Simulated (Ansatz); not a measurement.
ZnO (wurtzite)

```cif
data_O2Zn2
_chemical_formula_sum 'Zn2 O2'
_space_group_name_H-M_alt 'P 1'
_space_group_IT_number 1
_cell_length_a 3.27991
_cell_length_b 3.27991
_cell_length_c 5.29408
_cell_angle_alpha 90.000
_cell_angle_beta 90.000
_cell_angle_gamma 120.000
loop_
_space_group_symop_operation_xyz
  'x, y, z'
loop_
_atom_site_label
_atom_site_type_symbol
_atom_site_fract_x
_atom_site_fract_y
_atom_site_fract_z
_atom_site_occupancy
Zn1 Zn 0.66667 0.33333 0.00214 1
Zn2 Zn 0.33333 0.66667 0.50214 1
O1 O 0.66667 0.33333 0.62306 1
O2 O 0.33333 0.66667 0.12306 1
```

The volume is varied about the relaxed value V₀ at fixed cell shape. The atoms relax within the cell's symmetry.

These are PBE (plane waves to 420 eV, PAW, scalar-relativistic; Ansatz, an electronic-structure program) values and carry that method's errors. k mesh 12×12×6 (Γ-centred), Fermi-Dirac smearing 0.05 eV. The energy includes the smearing's −TS. With the shape held, the modulus is that of even scaling; a crystal free to change shape is softer. The PAW data are Ansatz's earlier set. ZnO was relaxed with its symmetry unable to fall. ΔE is measured from the relaxed starting cell.

```csv
V (Å³/atom),ΔE (meV/atom)
11.098,60.2
11.344,37.0
11.591,20.0
11.837,8.6
12.084,2.1
12.331,0.0
12.577,1.9
12.824,7.4
13.070,16.1
13.317,27.7
13.564,41.8
```

Question: What is the fitted pressure derivative B₀′?

Answer: 4.4.

Question: What bulk modulus at fixed cell shape B₀ follows from a third-order Birch-Murnaghan fit?

Answer: 129 GPa. Check by three points about V = 12.331 Å³/atom, step 0.247: d²E/dV² ≈ (2.1 − 2·0.0 + 1.9) meV / 0.247² = 0.0658 eV/Å⁶, and V·d²E/dV² × 160.2 = 130 GPa.

(Under strain, the slope of the energy per volume gives the stress and its curvature an elastic modulus.)
